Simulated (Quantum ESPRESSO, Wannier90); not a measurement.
TiAl (P4/mmm): Wannier90 run

```xyz
2
Lattice="2.8108 0.0000 0.0000 0.0000 2.8108 0.0000 0.0000 0.0000 4.0664" Properties=species:S:1:pos:R:3 pbc="T T T"
Ti     1.4054     1.4054     2.0332
Al     0.0000     0.0000     0.0000
```

Structure: Materials Project mp-1953, symmetrised, not relaxed again. COD (Crystallography Open Database) has an entry of this formula and space group (matched by these alone). Method: PBEsol plane waves in Quantum ESPRESSO 7.5 (PseudoDojo norm-conserving files, 68 Ry, no spin polarisation, no spin-orbit coupling), Bloch states on a 12×12×8 mesh through Γ, Wannier90 4.0.1. Density: 14×14×10 mesh, cold smearing 0.01 Ry.

A tight-binding model is made by disentanglement and projection with no localisation steps (num_iter = 0), so the 13 orbitals stay atom-like: hydrogen-like Ti: s;p;d; Al: s;p, axes along x, y, z; frozen window up to 1.50 eV relative to the Fermi level. It follows pw.x to 1.9 meV rms for states up to 1.0 eV relative to the Fermi level. Matrix elements depend on this choice of orbitals and windows.

Question: Which pairs of orbitals on different sites are coupled most strongly? Give distance, modulus and how many such pairs a cell has.

Answer: 
```csv
orbital,orbital,distance of the centres (Å),modulus (eV),pairs
Ti py,Ti py,2.81,2.55,1
Ti px,Ti px,2.81,2.55,1
Al py,Al py,2.81,2.49,1
Al px,Al px,2.81,2.49,1
Ti py,Ti s,2.81,1.65,2
Ti px,Ti s,2.81,1.65,2
Al py,Al s,2.81,1.42,2
Al px,Al s,2.81,1.42,2
Al s,Ti pz,2.84,1.27,8
Al px,Ti pz,2.84,1.20,8
Al py,Ti pz,2.84,1.20,8
Al pz,Ti pz,2.84,1.12,8
Al pz,Ti s,2.84,1.11,8
Al pz,Ti px,2.84,1.03,8
Al pz,Ti py,2.84,1.03,8
Ti dx2-y2,Ti py,2.81,0.94,2
Ti dx2-y2,Ti px,2.81,0.94,2
Al px,Ti s,2.84,0.86,8
Al py,Ti s,2.84,0.86,8
Ti dz2,Ti py,2.81,0.78,2
Ti dz2,Ti px,2.81,0.78,2
Al s,Ti px,2.84,0.77,8
Al s,Ti py,2.84,0.77,8
Al s,Ti s,2.84,0.77,8
Ti s,Ti s,2.81,0.77,2
Ti dx2-y2,Ti s,2.81,0.74,4
Ti dx2-y2,Ti dx2-y2,2.81,0.63,2
Ti dz2,Ti s,2.81,0.63,4
Al px,Ti px,2.84,0.62,8
Al py,Ti py,2.84,0.62,8
```
